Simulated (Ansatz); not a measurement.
Ti2SiB2 in space group Cmmm (No. 65; Si on 2a, Ti on 4j, B on 4i) under volume change, DFT-PBEsol in the program Ansatz with PAW potentials, shape and atoms relaxed at each volume.

```json
[
 {"V (Å³/atom)": "9.623", "E − E(relaxed) (meV/atom)": "64.2", "P (GPa)": "23.39"},
 {"V (Å³/atom)": "9.940", "E − E(relaxed) (meV/atom)": "27.0", "P (GPa)": "14.37"},
 {"V (Å³/atom)": "10.258", "E − E(relaxed) (meV/atom)": "6.4", "P (GPa)": "6.63"},
 {"V (Å³/atom)": "10.575", "E − E(relaxed) (meV/atom)": "0.0", "P (GPa)": "-0.01"},
 {"V (Å³/atom)": "10.892", "E − E(relaxed) (meV/atom)": "5.8", "P (GPa)": "-5.71"},
 {"V (Å³/atom)": "11.209", "E − E(relaxed) (meV/atom)": "[?]", "P (GPa)": "[?]"},
 {"V (Å³/atom)": "11.527", "E − E(relaxed) (meV/atom)": "[?]", "P (GPa)": "[?]"}
]
```

Fill in the missing entries.


- 11.527, E − E(relaxed) (meV/atom): 47.3
- 11.527, P (GPa): -14.75
- 11.209, E − E(relaxed) (meV/atom): 22.1
- 11.209, P (GPa): -10.60

What does a third-order Birch–Murnaghan fit give for V₀, B₀ and B′?

V₀ = 10.57 Å³/atom, B₀ = 204 GPa, B′ = 4.1.

The start of the workflow was typed in or built on a structure type; neither database checked (COD, Materials Project) lists it. Its standing as an ambient phase is unchecked. The cell was relaxed with PBEsol under the symmetry of its start; whether a distortion lowers the energy is not shown. The run is not spin-polarised.

Potentials: the earlier of the program's two PAW sets. The files were generated under PBE; for other functionals the program regenerates the frozen cores, and for LDA and PBEsol the local potential too.
